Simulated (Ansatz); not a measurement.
# LuScSb2, a known structure type with other elements, at an estimated volume

```
Lu Sc Sb
1.0
     4.25071    0.00000    0.00000
     0.00000    4.25071    0.00000
     0.00000    0.00000   10.51903
Lu Sc Sb
2 2 4
Direct
  0.75000 0.25000 0.00000
  0.25000 0.75000 0.00000
  0.25000 0.25000 0.76510
  0.75000 0.75000 0.23490
  0.25000 0.25000 0.32200
  0.75000 0.75000 0.67800
  0.75000 0.25000 0.50000
  0.25000 0.75000 0.50000
```

Level: r2SCAN, no spin polarisation; 500 eV; 8×8×4 Γ-centred mesh; gaussian occupations (width 0.1595 eV); Ansatz 0.2.0, fixed geometry.

Is the cell too large or too small?

The pressure is 14.8 GPa (compression positive), so with the atoms held at these fractions the cell would first expand; the forces are large, so a full relaxation may end otherwise. The principal stresses 12.1, 16.1, 16.1 GPa differ, so its shape would change too.

Describe some of the short contacts.

Sb–Sb at 2.83 Å: least valence density 0.35 e/Å³ and ELF 0.45 there. Lu–Lu at 3.01 Å: least valence density 0.16 e/Å³ and ELF 0.11 there. Sc–Sb at 3.14 Å: least valence density 0.15 e/Å³ and ELF 0.16 there. These are pseudo-fields; inside the PAW spheres they differ from the all-electron ones.

Which element gives electrons and which takes them?

Bader charges in e: Lu +0.28, Sc +0.88, Sb -1.03 to -0.13. In the mean Sc gives up most and Sb takes most.

Is there a gap?

It is a metal, with about 6.6 states/eV a cell as the mean within 0.25 eV of the Fermi level, mostly Lu d (38 %), Sc d (32 %) and Sb p (19 %).

Origin: a known structure type with other elements, at an estimated volume, so it need not be a known compound. Caveats: atoms or cell far from equilibrium; wide smearing.
